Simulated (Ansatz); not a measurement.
Ta2Si (antifluorite structure)

Computed with Ansatz (plane waves, PAW, 420 eV cutoff): PBEsol, scalar-relativistic, no spin polarisation, 10×10×10 k-mesh, Gaussian smearing of 0.05 eV; PAW files: Ansatz's generated set soft_2.

```
Ta Si
1.0
     0.00000    2.99454    2.99454
     2.99454    0.00000    2.99454
     2.99454    2.99454    0.00000
Ta Si
2 1
Direct
  0.25000 0.25000 0.25000
  0.75000 0.75000 0.75000
  0.00000 0.00000 0.00000
```

The start was a prototype's sites filled with these elements, not a measured cell.

The cell is relaxed to zero pressure at this level.

Path: Γ–X–U | K–Γ–L–W–X, with Γ = (0.000, 0.000, 0.000), X = (0.500, 0.000, 0.500), U = (0.625, 0.250, 0.625), K = (0.375, 0.375, 0.750), L = (0.500, 0.500, 0.500), W = (0.500, 0.250, 0.750) in reciprocal vectors of the calculation's cell.

Is it a metal or an insulator, and if it has a gap, where are the band edges on this path?

A metal: bands cross the Fermi level.

Levels between -4 and 4 eV from the Fermi level at the path's named points:
```tsv
point	below E_F (eV)	above E_F (eV)
Γ	-2.95 -2.95	1.84 3.21 3.21 3.21
X	-2.83 -2.66 -2.13 -2.13 -1.88	0.96 0.96 1.59 1.59 3.97
U and K	-2.75 -2.57 -1.35 -0.96	0.58 0.87 1.28 1.68 2.82
L	-3.36 -3.36 -1.00 -1.00 -0.13 0.00	0.43 0.43 0.70 0.70
W	-2.90 -2.10 -1.18 -1.18	0.70 0.70 1.11 1.71 2.69
```

For elements this heavy, spin–orbit coupling would shift levels and gaps; it isn't included here.
